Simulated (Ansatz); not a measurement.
Task: Si in space group Fd-3m (No. 227; Si on 32e) is relaxed with PBE in the plane-wave PAW code Ansatz. What lattice parameters of the conventional cell result?

Result: a = 11.876 Å.

Task: Give the free coordinates with the occupied sites.

Result: In one choice of origin and axes:

```
atom  site  symmetry       x       y       z
----  ----  --------  ------  ------  ------
Si     32e       .3m  0.0703  0.0703  0.0703
```

Task: Is it a metal or does it have a gap at this level?

Result: No gap at this level.

The start of the workflow was typed in or built on a structure type. Its sites differ from those of the usual phase in this space group: another stacking or structure type. The cell was relaxed with PBE under the symmetry of its start; whether a distortion lowers the energy is not shown. The volume moved by 44 % from the start of the relaxation.

Potentials: the later of the program's two PAW sets.
